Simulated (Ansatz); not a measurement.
## KMgF3 under strain

Computed with DFT PBEsol, scalar-relativistic, plane waves, PAW in Ansatz. (420 eV cutoff, 6×6×6 k-mesh, Gaussian smearing of 0.02 eV, no spin polarisation)

Reference structure (relaxed):

```xyz
5
Lattice="3.9913 0.0000 0.0000 0.0000 3.9913 0.0000 0.0000 0.0000 3.9913" Properties=species:S:1:pos:R:3 pbc="T T T"
K     1.9956    1.9956    1.9956
Mg    0.0000    0.0000    0.0000
F     0.0000    1.9956    0.0000
F     0.0000    0.0000    1.9956
F     1.9956    0.0000    0.0000
```

Deformation: shear that moves c along a by the strain times its height over the a-b plane, the cell held and the atoms relaxed, all within the symmetry that the strain leaves. Energies are extrapolated to zero smearing. Stress is positive in compression, on the Cartesian axes of the cell above. Gaps are Kohn–Sham gaps over the whole zone.

```csv
strain (%),ΔE (meV/atom),a (Å),b (Å),c (Å),σxx (GPa),σyy (GPa),σzz (GPa),σyz (GPa),σxz (GPa),σxy (GPa),gap (eV)
+0.0,0.0,3.991,3.991,3.991,0.01,0.01,0.01,0.00,0.00,0.00,7.12
+1.5,?,3.991,3.991,3.992,?,?,?,?,?,?,?
+3.0,1.6,3.991,3.991,3.993,0.01,0.01,0.05,0.00,-1.36,0.00,7.10
+4.5,?,3.991,3.991,3.995,?,?,?,?,?,?,?
+6.0,6.5,3.991,3.991,3.998,0.02,0.03,0.17,0.00,-2.74,0.00,7.05
+9.0,14.7,3.991,3.991,4.007,0.02,0.05,0.39,0.00,-4.15,0.00,6.97
```

Task: Fill in the row at +1.5 %.

Result: ΔE 0.4 meV/atom; σxx 0.01 GPa; σyy 0.01 GPa; σzz 0.02 GPa; σyz 0.00 GPa; σxz -0.68 GPa; σxy 0.00 GPa; gap 7.11 eV.

Task: Fill in the row at +4.5 %.

Result: ΔE 3.6 meV/atom; σxx 0.01 GPa; σyy 0.02 GPa; σzz 0.10 GPa; σyz 0.00 GPa; σxz -2.05 GPa; σxy 0.00 GPa; gap 7.08 eV.

Symmetry holds off the tilts and polar distortions that many cubic perovskites undergo.